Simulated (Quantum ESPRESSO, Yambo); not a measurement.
**G0W0 results for BN**

```
CELL_PARAMETERS angstrom
      2.51243     0.00000     0.00000
     -1.25621     2.17583     0.00000
      0.00000     0.00000     7.70726
ATOMIC_POSITIONS crystal
  B  0.33333 0.66667 0.25000
  B  0.66667 0.33333 0.75000
  N  0.33333 0.66667 0.75000
  N  0.66667 0.33333 0.25000
```

The geometry is that of Materials Project entry mp-984, symmetrised and not relaxed again.

Starting point: LDA (Quantum ESPRESSO, PseudoDojo norm-conserving, 84 Ry, scalar-relativistic). G0W0 in Yambo: 6×6×2 Γ-centred k mesh, 94 bands and a 10 Ry block in the screening, 94 bands in G with the Bruneval-Gonze terminator, plasmon pole fitted at 27.2 eV.

```yaml
LDA gap along the band path: 4.26 eV
LDA gap between the mesh's edge points (H → Γ): 4.26 eV
G0W0 gap between the same points: 5.84 eV
LDA smallest direct gap on the mesh (at H): 4.54 eV
G0W0 direct gap at that point: 6.46 eV
```

| k point | band | E LDA (eV) | E QP (eV) | shift (eV) | Z |
|---|---|---|---|---|---|
| Γ | VB | -1.36 | -2.59 | -1.23 | 0.81 |
| Γ | CB | 4.26 | 4.91 | 0.65 | 0.86 |
| H | VB | 0.00 | -0.93 | -0.93 | 0.81 |
| H | CB | 4.54 | 5.54 | 0.99 | 0.83 |

Energies count from the LDA valence-band maximum.

Nearest settings tried, and what they do to the gap: 72 bands in W, 72 bands in G: -32 meV; 8 Ry block (121 vectors against 177): -81 meV; 9×9×2 mesh: -52 meV. So the settings aren't converged at that level.

The distance between layers or molecules is the database entry's, not relaxed here. Functionals without dispersion can leave it too large, which widens gaps and weakens the response across layers: the numbers belong to this cell.
